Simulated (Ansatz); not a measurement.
# One slab under several functionals: bcc Li (111), 6 layers

All-electron LAPW in Ansatz 0.2.0, scalar-relativistic, no spin–orbit coupling; no spin polarisation. Each functional has its own bulk lattice constant and relaxed 1×1 slab, with 16 to 20 Å of vacuum and a dipole correction.

```tsv
functional	area (Å²)	γ (J/m²)	Φ (eV)	Δd12 (%)
PBEsol	20.37	?	2.98	9.2
PBE	20.39	?	2.97	6.7
```

Task: What belongs in the row "PBE", column "γ (J/m²)"?

Result: 0.55.

Task: Fill in "γ (J/m²)" for the row "PBEsol".

Result: 0.57.
